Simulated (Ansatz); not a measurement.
All numbers below come from DFT PBE, scalar-relativistic, plane waves, PAW (Ansatz). All cells share a 420 eV cutoff and Γ-centred k meshes spaced about 0.3 Å⁻¹ or finer (0.25 for metals, 2π included). No spin polarisation in the final relaxations.

Temperature and zero-point effects are left out. All come from trial cells, and lower structures may exist.

Question: Order these relaxed structures of MgSn₆N by energy, lowest first, with the energy over the lowest of them.
A. Space group P312 (No. 149), trigonal, a = 7.051 Å, c = 4.809 Å. Mg has 6 Sn at 2.93 Å; Sn has 1 N at 2.47 Å, 1 Sn at 2.87 Å and 1 Mg at 2.93 Å; N has 6 Sn at 2.47 Å.
B. Space group P4/mmm (No. 123), tetragonal, a = 3.144 Å, c = 19.450 Å. Around Mg lie 4 N at 2.22 Å; Sn on its first site is surrounded by 5 Sn at 3.14–3.22 Å and 4 Sn at 3.53 Å; Sn on its second site is surrounded by 1 N at 2.35 Å, 4 Sn at 3.14 Å, 4 Mg at 3.24 Å and 4 Sn at 3.75 Å; around N lie 4 Mg at 2.22 Å and 2 Sn at 2.35 Å; 1 more site not described.
C. Space group R-3 (No. 148), trigonal, a = 6.821 Å, c = 14.955 Å. Mg has 6 Sn at 3.06 Å; around Sn lie 1 N at 2.48 Å and 1 Mg at 3.06 Å; N is surrounded by 6 Sn at 2.48 Å.

Answer: B (0 meV/atom), C (274 meV/atom), A (324 meV/atom). Forms: B P4/mmm; C R-3; A P312. Counting Mg or Sn atoms around N (for each partner element, those within 1.25 times its shortest distance or 1.15 times the sum of covalent radii, where it is the nearest in units of that sum or under 1.3): B has N 6; C has N 6; A has N 6.

With atoms moved at random, P4/mmm (by 37 meV/atom) fell into a lower structure. Without a clear test, and held by symmetry: R-3 and P312.

Some structure types and database cells were kept out of the candidates from the start, so a known form may be missing.
